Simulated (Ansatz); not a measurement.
Relaxed PbSe (rock salt):

```xyz
2
Lattice="0.0000 3.1089 3.1089 3.1089 0.0000 3.1089 3.1089 3.1089 0.0000" Properties=species:S:1:pos:R:3 pbc="T T T"
Se     0.0000     0.0000     0.0000
Pb     3.1089     3.1089     3.1089
```

Method: PBE (plane waves to 420 eV, PAW, scalar-relativistic; Ansatz, a quantum-chemistry and plane-wave program). k mesh 8×8×8 (Γ-centred), Fermi-Dirac smearing 0.05 eV. PbSe was relaxed with its symmetry unable to fall. Spin-orbit coupling is left out, though Pb is heavy.

One atom of the cell was then moved (with its periodic images), all else fixed, and the forces (eV/Å) came out as:

```csv
atom,Fx,Fy,Fz
Se1,0.894,0.894,0.894
Pb2,-0.894,-0.894,-0.894
```

With two atoms only their relative shift counts; take Se1 as fixed.

Which atom was moved, and by which vector (Å)?

Pb2, by (0.43, 0.43, 0.43), 0.74 Å in all.

(For displaced atoms, the force is minus the slope of the energy, and its curvature is a force constant, which sets phonon frequencies.)
